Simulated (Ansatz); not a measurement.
**GaIr: computed property card**

GaIr:
```yaml
crystal:
  lattice:
    - [2.99789, 0.00000, 0.00000]
    - [0.00000, 2.99789, 0.00000]
    - [0.00000, 0.00000, 2.99789]
  atoms:
    - { symbol: Ga, position: [0.00000, 0.00000, 0.00000] }
    - { symbol: Ir, position: [0.50000, 0.50000, 0.50000] }
```

Space group Pm-3m (No. 221), CsCl type; conventional cell a = b = c = 2.998 Å, α = β = γ = 90.00°.

Method: LDA in the plane-wave PAW code Ansatz. Structure relaxed to zero pressure with the same functional. Other levels are named where they apply.

### Cell and energy

```yaml
volume_per_atom: 13.47 Å³
density: 16.14 g/cm³
Formation energy from the elements (no fitted shifts): -0.40 eV/atom
```

### Electronic structure

```yaml
electronic_character: metallic (no gap)
Density of states at the Fermi level: 0.23 states/eV per atom (mean over ±0.08 eV)
```

### Mechanics

```yaml
Bulk modulus (Birch–Murnaghan fit): 259 GPa
Pressure derivative B′: 5.0
Elastic constants (relaxed ions, GPa): C11 = 302, C12 = 237, C44 = 74.5
mechanical_stability: stable (all eigenvalues of C positive)
hill_bulk_and_shear_moduli: 259 and 53.3 GPa
Young's modulus: 150 GPa
Poisson's ratio: 0.40
debye_temperature_from_the_elastic_constants: 258 K
```

### Phonons

```yaml
highest_zone_centre_frequency: 5.42 THz
zone_centre_stability: no imaginary mode at Γ
```

The workflow started from a Materials Project entry (that database holds measured and hypothetical structures alike); the Crystallography Open Database files this formula in space group No. 221, but the cells were not matched. Whether it is the stable phase at ambient conditions was not checked. The cell was relaxed with LDA under the symmetry of its start. No spin polarisation was allowed. As this level gives no gap, shear constants depend on the k-mesh and smearing (Fermi–Dirac, 0.1 eV here). As this level gives no gap, phonon frequencies hold no LO–TO term and depend on the k-mesh and smearing (Fermi–Dirac, 0.1 eV here). The references are the lowest solids computed at this level, not always the standard phases. Spin–orbit coupling is left out wherever it is not named.

Potentials: the later of the program's two PAW sets.
